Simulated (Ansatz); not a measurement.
# Sb (P6_3/mmc), an elastic constant from a strain scan

The calculation used DFT PBEsol, scalar-relativistic, plane waves, PAW (Ansatz). The runs took a 420 eV cutoff, a Γ-centred 18×18×10 mesh and Gaussian smearing (0.15 eV). No spin polarisation. Energies are free energies at this smearing, counted from the undisturbed cell; pressure is positive in compression.

The starting cell (as given, not relaxed at this level; it stands at -0.1 GPa; this form isn't the usual structure):

```
CELL_PARAMETERS angstrom
3.36900 0.00000 0.00000
-1.68450 2.91764 0.00000
0.00000 0.00000 5.33000
ATOMIC_POSITIONS crystal
Sb 0.33333 0.66667 0.25000
Sb 0.66667 0.33333 0.75000
```

The cell is strained by ε times the Voigt pattern (1, -1, 0, 0, 0, 0) (xx, yy, zz, yz, xz, xy; engineering shear) with fractional coordinates fixed. The cell holds 2 atoms in V0 = 52.39 Å³. The stress column is τ = (1/V0) dE/dε, got from the stress tensor σ (compression positive) at each point as −det(1 + εP) σ : P(1 + εP)⁻¹, with P the pattern as a tensor.

```csv
ε,ΔE (meV/atom),τ (GPa)
-0.0600,7.476,-2.447
-0.0450,3.078,-1.379
-0.0300,0.178,-0.858
-0.0150,-0.495,0.229
0.0000,0.000,0.000
0.0150,-0.720,-0.671
0.0300,-3.265,-1.238
0.0450,-6.235,-1.174
0.0525,-7.685,-1.196
0.0600,?,?
```

Q: Which combination of elastic constants does this scan measure, and how large is it?

A: For small ε, τ = τ0 + Kε with K = pᵀCp, which for this pattern is C11 + C22 − 2 C12 in the Cartesian frame shown. The parabola through τ at ε = -0.0150, 0 and 0.0150 has slope K = -30 GPa at zero. The energies per cell, E = NΔE, of the same two points give K = 2[E(ε₊)/ε₊ − E(ε₋)/ε₋]/[(ε₊ − ε₋)V0] = -33 GPa; a fourth-order term in the energy shifts the first figure twice as much as the second, so 2 × -33.0 − (-30.0) = -36.1 GPa is a better limit for small strain, as far as the energies carry no numerical noise. K is negative: with the atoms carried along, the cell is unstable to this strain. These are clamped-ion values. The start is under stress, which shifts K from the elastic constant by about the size of that stress.

Q: Predict the withheld row at ε = 0.0600 from the harmonic law, and compare.

A: ΔE = V0(τ0 ε + Kε²/2)/N = -8.832 meV/atom and τ = -1.80 GPa. The calculation gives -9.153 meV/atom and -1.18 GPa: the energy lies 4 % below the harmonic value.

Forces appear on the atoms along this scan, and letting them relax would lower the energy and soften the response. In a metal these slopes depend on the k mesh and the smearing.

Cost: 10 runs of about 3.4 core-minutes in all, on Arm Neoverse V2 (shared hosts).